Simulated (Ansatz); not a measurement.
Phonons of Cu (fcc, Cu type) at L = (0.5, 0.0, 0.0), X = (0.5, 0.5, 0.0).

Cu (fcc, Cu type)

```
Cu
1.0
    0.00000     1.81485     1.81485
    1.81485     0.00000     1.81485
    1.81485     1.81485     0.00000
Cu
1
Direct
  0.00000   0.00000   0.00000
```

All values below come from PBE (plane waves to 420 eV, PAW, scalar-relativistic; Ansatz, a quantum-chemistry and plane-wave program). DFPT wavenumbers on a 22×22×22 k mesh, in cm⁻¹ and rounded to 5; i marks imaginary ones, q is in fractions of the reciprocal vectors of the cell shown, and the three acoustic modes at Γ are left out. Cu is run without spin polarisation. Cu was relaxed with its symmetry unable to fall.

```csv
q,wavenumbers (cm⁻¹)
"L = (0.5, 0.0, 0.0)","115 (×2), 240"
"X = (0.5, 0.5, 0.0)","170 (×2), 240"
```

The structure shows no imaginary mode at these points (lowest 115 cm⁻¹ at L = (0.5, 0.0, 0.0)); other wave vectors were not tested.

Highest mode: 240 cm⁻¹ at X = (0.5, 0.5, 0.0).
